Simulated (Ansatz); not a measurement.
All numbers below come from Ansatz, DFT, r2SCAN, plane waves (500 eV) with PAW, scalar-relativistic. The PAW files were generated under PBE, with cores re-solved for the functional.

An element in the simple cubic structure gives this curve. The cell is scaled uniformly from the relaxed one, with fractional coordinates and shape fixed. Energies are extrapolated to zero smearing, pressures are those at the given smearing. Magnetic state: spin not included.

| V (Å³/atom) | E − E₀ (meV/atom) | P (GPa) |
| --- | --- | --- |
| 31.406 | 22.1 | 2.38 |
| 32.834 | 8.5 | 1.46 |
| 34.261 | 1.6 | 0.71 |
| 35.689 | 0.2 | 0.10 |
| 37.117 | 3.2 | -0.42 |
| 38.544 | 10.2 | -0.87 |
| 39.972 | 20.6 | -1.24 |

(1) Which element is it?
A. antimony
B. lead
C. ytterbium
D. thallium

Answers

(1) C. Its fit is V₀ = 35.40 Å³/atom, B₀ = 13.3 GPa, B₀′ = 3.3.
